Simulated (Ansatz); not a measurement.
Relaxed HfN (rock salt):

```
HfN
1.0
    0.00000     4.54789     4.54789
    2.27394     0.00000     2.27394
    2.27394     2.27394     0.00000
N Hf
2 2
Direct
  0.00000   0.00000   0.00000
  0.50000   0.00000   0.00000
  0.25000   0.50000   0.50000
  0.75000   0.50000   0.50000
```

A phonon eigenvector at L = (0.5, 0.0, 0.0) is frozen into this cell: atom i moves by Q times the vector below, so Q is the largest atomic displacement, in Å. The cell is held. (q is in reciprocal vectors of the primitive cell; the cell shown is doubled to hold the pattern.)

```json
[
 {"atom": "N1", "x": "0.577", "y": "-0.577", "z": "-0.577"},
 {"atom": "N2", "x": "-0.577", "y": "0.577", "z": "0.577"}
]
```

Atoms not listed stay in place.

These are PBE (plane waves to 420 eV, PAW, scalar-relativistic; Ansatz, a program for electronic structure) values and carry that method's errors. k mesh 9×18×18 (Γ-centred), Fermi-Dirac smearing 0.05 eV. Energies are smeared free energies. With partly filled bands, energies and forces of such displacements shift with the k mesh and the smearing. HfN is run without spin polarisation. HfN was relaxed with its symmetry unable to fall. Spin-orbit coupling is left out, though Hf is heavy. ΔE is measured from the undisplaced structure. The last digit holds for this mesh only.

```
Q (Å)    ΔE (meV/cell)
-------  -------------
-0.1000          123.5
-0.0833           85.9
-0.0667           55.1
-0.0500           30.9
-0.0333       withheld
-0.0167            3.4
0.0000             0.0
0.0167             3.4
0.0333        withheld
0.0500            30.9
0.0667            55.1
0.0833            85.9
0.1000           123.5
```

**Question.** Fit an even polynomial form (powers 2, 4) to the given rows and predict ΔE at Q = 0.0333.

**Answer.** Least squares on the 11 given rows: ΔE = (12410)·Q² + (-5376)·Q⁴, in meV/cell with Q in Å; root-mean-square residual 0.06 meV/cell. At 0.0333 the fit gives 13.8 meV/cell; the calculation gives 13.7 meV/cell, so the interpolation is off by 0.1 (+0.7 %). The quadratic term alone would give 13.8 meV/cell.

(For displaced atoms, the force is minus the slope of the energy, and its curvature is a force constant, which sets phonon frequencies.)
